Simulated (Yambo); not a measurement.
Yambo input for a free-standing CdClOH monolayer (symmetry P3m1, slab cell 16.5 Å high) under biaxial strain of -3 % in the plane (a = 3.5366 Å, b = 3.5366 Å, c = 16.5000 Å, α = 90.00°, β = 90.00°, γ = 120.00°), on PBEsol (Quantum ESPRESSO, PseudoDojo norm-conserving, 102 Ry, scalar-relativistic) wavefunctions on a 18×18×1 mesh:

```
rim_cut
optics
chi
dipoles
kernel
RandQpts= 1000000
RandGvec= 2 Ry
CUTGeo= "slab z"
FFTGvecs= 30 Ry
Chimod= "HARTREE"
NGsBlkXd= 2 Ry
% QpntsRXd
 1 | 1 |
%
% BndsRnXd
 5 | 52 |
%
GrFnTpXd= "R"
% EnRngeXd
 0.0 | 20.0 | eV
%
% DmRngeXd
 0.2 | 0.2 | eV
%
CGrdSpXd= 50
ETStpsXd= 161
% LongDrXd
 1.0 | 0.0 | 0.0 |
%
```

First lines of the file o-*.alpha_q1_inv_rpa_dyson:

```
Polarizability  ( -<<X>> ) @ Q(1):   1.00000000     0.00000000     0.00000000    [q->0 direction]
#
# Polarizability units: length
#
# [ X ] Hartree size     :   81
# [GEN] GF Energies     : Perdew, Burke & Ernzerhof SOL(X)+Perdew, Burke & Ernzerhof SOL(C)
# [GEN] Green`s Function     : Retarded
#
# [GEN] Gauge     : Length
# [GEN] [r,Vnl] included     : yes
#
#    E[1] [eV]     Im(alpha)     Re(alpha)     Im(alpha_o)     Re(alpha_o)
#
     0.000000     -0.89352E-11     2.131841     0.27919E-18     2.378869
     0.125000     0.002376     2.132578     0.002556     2.379661
     0.250000     0.004772     2.134794     0.005132     2.382046
     0.375000     0.007209     2.138508     0.007749     2.386040
     0.500000     0.009707     2.143751     0.010429     2.391677
     0.625000     0.012290     2.150567     0.013196     2.399001
     0.750000     0.014987     2.159016     0.016078     2.408073
     0.875000     0.017827     2.169176     0.019107     2.418971
     1.000000     0.020848     2.181142     0.022319     2.431796
     1.125000     0.024096     2.195038     0.025760     2.446669
     1.250000     0.027628     2.211013     0.029490     2.463744
     1.375000     0.031521     2.229256     0.033582     2.483212
     1.500000     0.035878     2.250004     0.038140     2.505310
     1.625000     0.040844     2.273556     0.043309     2.530340
     1.750000     0.046644     2.300300     0.049308     2.558690
     1.875000     0.053641     2.330734     0.056495     2.590858
     2.000000     0.062492     2.365487     0.065511     2.627475
     2.125000     0.074490     2.405180     0.077615     2.669170
     2.250000     0.091996     2.449438     0.095122     2.715625
     2.375000     0.115972     2.494865     0.119028     2.763568
     2.500000     0.143197     2.541397     0.146259     2.812922
     2.625000     0.174985     2.588939     0.178112     2.863533
     2.750000     0.205842     2.640019     0.209132     2.917875
     2.875000     0.243509     2.700556     0.246857     2.981873
     3.000000     0.286684     2.764643     0.290147     3.049932
     3.125000     0.329864     2.850245     0.333858     3.139655
     3.250000     0.413757     2.976276     0.418136     3.269561
     3.375000     0.582442     3.092085     0.586588     3.389700
     3.500000     0.810347     3.146068     0.814504     3.448807
     3.625000     1.076292     3.086296     1.080323     3.394004
     3.750000     1.236370     2.913729     1.239467     3.227431
```
(The file goes on to the top of the energy range; α is in bohr.) Convergence of the RPA response with its 18×18×1 mesh was not tested.

Spin-orbit coupling is not included.

Geometry strained from the cell relaxed with PBEsol, atoms relaxed again.

This is a model layer cut from the bulk structure; whether it is stable on its own was not checked.
